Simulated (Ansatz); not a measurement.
Cs₂NaScF₆:
```
CELL_PARAMETERS angstrom
      0.00000     4.29328     4.29328
      4.29328     0.00000     4.29328
      4.29328     4.29328     0.00000
ATOMIC_POSITIONS crystal
  Cs 0.75000 0.75000 0.75000
  Cs 0.25000 0.25000 0.25000
  Na 0.50000 0.50000 0.50000
  Sc 0.00000 0.00000 0.00000
  F  0.76687 0.23313 0.23313
  F  0.23313 0.76687 0.76687
  F  0.23313 0.76687 0.23313
  F  0.76687 0.23313 0.76687
  F  0.23313 0.23313 0.76687
  F  0.76687 0.76687 0.23313
```

Cartesian axes are those of the cell as given.

Question: Give the high-frequency dielectric tensor and the Born effective charge tensors of the independent atoms from DFPT, plane-wave PAW LDA (Ansatz code).

Answer: 
ε∞:
```
2.51  0.00  0.00
0.00  2.51  0.00
0.00  0.00  2.51
```
Z* of atom 1 (Cs), rows: field, columns: displacement, in e:
```
1.39  0.00  0.00
0.00  1.39  0.00
0.00  0.00  1.39
```
Z* of atom 3 (Na), rows: field, columns: displacement, in e:
```
1.22  0.00  0.00
0.00  1.22  0.00
0.00  0.00  1.22
```
Z* of atom 4 (Sc), rows: field, columns: displacement, in e:
```
3.40  0.00  0.00
0.00  3.40  0.00
0.00  0.00  3.40
```
Z* of atom 5 (F), rows: field, columns: displacement, in e:
```
-1.57   0.00   0.00
 0.00  -1.06   0.00
 0.00   0.00  -1.06
```

Space group Fm-3m. The first step of the workflow began from a Materials Project structure, measured or hypothetical; the Crystallography Open Database copy checked does not list it. Whether it is the stable phase at ambient conditions was not checked. The LDA relaxation kept the symmetry of its start; its stability against distortions is not shown here. No spin polarisation was allowed. Scalar-relativistic: spin–orbit coupling is off unless named, which matters more the heavier the elements.

Potentials: the later of the program's two PAW sets.
